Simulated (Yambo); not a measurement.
G0W0@LDA for Te (space group P3_121, No. 152) in Yambo (3×3×2 mesh, 8 Ry block, plasmon pole, screening fixed), without a terminator:

```
bands N in G  gap H → H (eV)  shift of the valence edge (eV)
------------  --------------  ------------------------------
77                     0.695                          -0.236
132                    0.708                          -0.497
204                    0.711                          -0.615
```

**Question.** Extrapolate both columns to infinite N with E(N) = E∞ + A/N, test the form, and compare with the terminator.

**Answer.** From two points, E∞ = (N2 E2 − N1 E1)/(N2 − N1). The two largest N give 0.72 eV for the gap and -0.83 eV for the shift; the two smallest give 0.73 eV and -0.86 eV. For the gap the slopes A are -2.4 and -1.1 eV: the form isn't reached, and its limit is uncertain. For the shift the slopes A are 48 and 44 eV: the 1/N form holds. With the Bruneval-Gonze terminator and 204 bands the run gives 0.71 eV and -0.70 eV, 0.01 eV and 0.13 eV from the extrapolated values: the terminator too is an estimate of the remainder. Block, mesh and the bands in W are held fixed.

The standard potential for Te keeps a d shell in the valence without the s and p states of that shell. In tests on such compounds this moved G0W0 gaps by up to about 0.9 eV, so absolute quasiparticle energies here are unreliable; differences between settings are what counts.

Spin-orbit coupling is not included.

Geometry of the Materials Project entry, not relaxed at this level; primitive cell a = b = 4.601 Å, c = 5.900 Å, α = β = 90.00°, γ = 120.00°.

A shift is the quasiparticle energy of the state minus its LDA energy.

The distance between layers or molecules is the database entry's, not relaxed here. Functionals without dispersion can leave it too large, which widens gaps and weakens the response across layers: the numbers belong to this cell.
